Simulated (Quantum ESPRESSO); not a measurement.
```cif
data_Mg4O4
_chemical_formula_sum 'O4 Mg4'
_space_group_name_H-M_alt 'Fm-3m'
_space_group_IT_number 225
_space_group_name_Hall '-F 4 2 3'
_cell_length_a 4.21284
_cell_length_b 4.21284
_cell_length_c 4.21284
_cell_angle_alpha 90.000
_cell_angle_beta 90.000
_cell_angle_gamma 90.000
loop_
_atom_site_label
_atom_site_type_symbol
_atom_site_symmetry_multiplicity
_atom_site_Wyckoff_symbol
_atom_site_fract_x
_atom_site_fract_y
_atom_site_fract_z
_atom_site_occupancy
O1 O 4 b 0.50000 0.50000 0.50000 1
Mg1 Mg 4 a 0.00000 0.00000 0.00000 1
```
(The calculation used a cell of 2 atoms; values per cell refer to that cell.)

Cell and atoms were relaxed with PBEsol from Materials Project entry mp-1265, within its symmetry.

Task: What does PBEsol (pw.x of Quantum ESPRESSO, ONCV potentials, without SOC) give for the electronic structure near the Fermi level?

Result: The PBEsol gap is direct, 4.66 eV at Γ.
